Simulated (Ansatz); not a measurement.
BaN$_{2}$:
```
CELL_PARAMETERS angstrom
      3.57157     2.20241     0.00000
     -3.57157     2.20241     0.00000
     -1.86065     0.00000     7.04098
ATOMIC_POSITIONS crystal
  Ba 0.79461 0.79461 0.75000
  Ba 0.20539 0.20539 0.25000
  N  0.15027 0.55609 0.54509
  N  0.84973 0.44391 0.45491
  N  0.55609 0.15027 0.95491
  N  0.44391 0.84973 0.04509
```

Relaxed with r²SCAN.

Problem. Give the Bader charges and basin volumes of the independent atoms, the program Ansatz at the r²SCAN level (PAW).

Solution. 

```
atom  Bader charge (e)  Bader volume (Å³)
----  ----------------  -----------------
Ba1              +1.35               25.6
N3               -0.68               14.9
```

Space group C2/c. The first step of the workflow began from a Materials Project structure, measured or hypothetical; the Crystallography Open Database copy checked does not list it. Its standing as an ambient phase is unchecked. The r²SCAN relaxation kept the symmetry of its start; its stability against distortions is not shown here. Spin–orbit coupling is left out wherever it is not named.

Potentials: the later of the program's two PAW sets.
